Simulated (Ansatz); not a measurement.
Y (hcp, Mg type) is sheared across one (0001) plane: the third cell vector gains the shift, so faults repeat every 17.0 Å. The cut lies between planes 2.84 Å apart; the cell height is held.

```
CELL_PARAMETERS angstrom
      3.65568     0.00000     0.00000
      1.82784     3.16591     0.00000
      0.00000     0.00000    17.03640
ATOMIC_POSITIONS crystal
  Y  0.33333 0.33333 0.08333
  Y  0.33333 0.33333 0.41667
  Y  0.33333 0.33333 0.75000
  Y  0.66667 0.66667 0.91667
  Y  0.66667 0.66667 0.25000
  Y  0.66667 0.66667 0.58333
```

In-plane vectors a = (3.656, 0.000) Å, b = (1.828, 3.166) Å, area 11.57 Å². The shift is s times the vector a + b (length 6.332 Å), so s = 1 restores the start. Atoms relax along the normal only. γ = [E(shift) − E(0)] / area.

These are PBE (plane waves to 420 eV, PAW, scalar-relativistic; Ansatz, a first-principles code) values and carry that method's errors. k mesh 12×12×3 (Γ-centred), Fermi-Dirac smearing 0.05 eV. E is the zero-smearing estimate. Some relaxations began with atoms very close together and may have settled on another branch. With partly filled bands, the k mesh leaves noise in γ, roughly 0.02 J/m² as judged from a few cases. Faults lie only 17.0 Å apart, and holding the cell height raises γ above its relaxed value. The PAW data are Ansatz's earlier set. Y is run without spin polarisation. Y was relaxed with its symmetry unable to fall. γ is measured from zero shift. The last digit holds for this mesh only.

```
s      γ (J/m²)
-----  --------
0.000      0.00
0.083      0.12
0.167      0.36
0.250      0.53
0.333      0.58
0.417      0.53
0.500      0.38
0.583      0.18
0.667      0.09
0.750      0.15
0.833      0.18
0.917      0.08
```

Q: Does γ have a local minimum between the ends of the line, and at which s?

A: s = 0.667.

Q: Which barrier is met on the easier way from s = 0 (or 1) to s = 0.667?

A: 0.18 J/m².

Q: By a periodic cubic spline through the points, what shear stress does the steepest rise of γ from s = 0 correspond to?

A: 4.9 GPa. A slope of 1 mJ/m² per Å is 0.01 GPa.

(The slope of γ gives the shear force per area between the displaced halves; near zero shift its curvature is an elastic stiffness.)
